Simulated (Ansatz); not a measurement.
BAs:
```cif
data_As2B2
_chemical_formula_sum 'B2 As2'
_space_group_name_H-M_alt 'P63/mmc'
_space_group_IT_number 194
_space_group_name_Hall '-P 6c 2c'
_cell_length_a 3.26278
_cell_length_b 3.26278
_cell_length_c 5.44673
_cell_angle_alpha 90.000
_cell_angle_beta 90.000
_cell_angle_gamma 120.000
loop_
_atom_site_label
_atom_site_type_symbol
_atom_site_symmetry_multiplicity
_atom_site_Wyckoff_symbol
_atom_site_fract_x
_atom_site_fract_y
_atom_site_fract_z
_atom_site_occupancy
B1 B 2 a 0.00000 0.00000 0.00000 1
As1 As 2 c 0.33333 0.66667 0.25000 1
```

Relaxed at zero pressure with plane-wave PAW PBE (Ansatz code).

Problem. The volume is raised by 9 % and shape and atoms relax at that volume. What pressure results, and how do the axes share the change?

Solution. -8.7 GPa; a 3.3 %, b 3.3 %, c 2.2 %; the energy rises by 33 meV/atom.

Problem. Give the new structure.

Solution. 
Space group P6₃/mmc (No. 194); a = 3.3702 Å, b = 3.3702 Å, c = 5.5646 Å, α = 90.00°, β = 90.00°, γ = 120.00°

| atom | site | symmetry | x | y | z |
|---|---|---|---|---|---|
| B | 2a | -3m. | 0.0000 | 0.0000 | 0.0000 |
| As | 2c | -6m2 | 0.3333 | 0.6667 | 0.2500 |

The phase is kept; no other phase was compared at this pressure.

Space group P6_3/mmc (NiAs type). The start of the workflow was typed in or built on a structure type; neither database checked (COD, Materials Project) lists it. It is not the phase usual at ambient conditions (space group No. 216). Symmetry was held in the PBE relaxation; its stability against distortions is not shown here. Its formation energy is positive at this level, so the cell may be metastable or incomplete.

Potentials: the later of the program's two PAW sets.
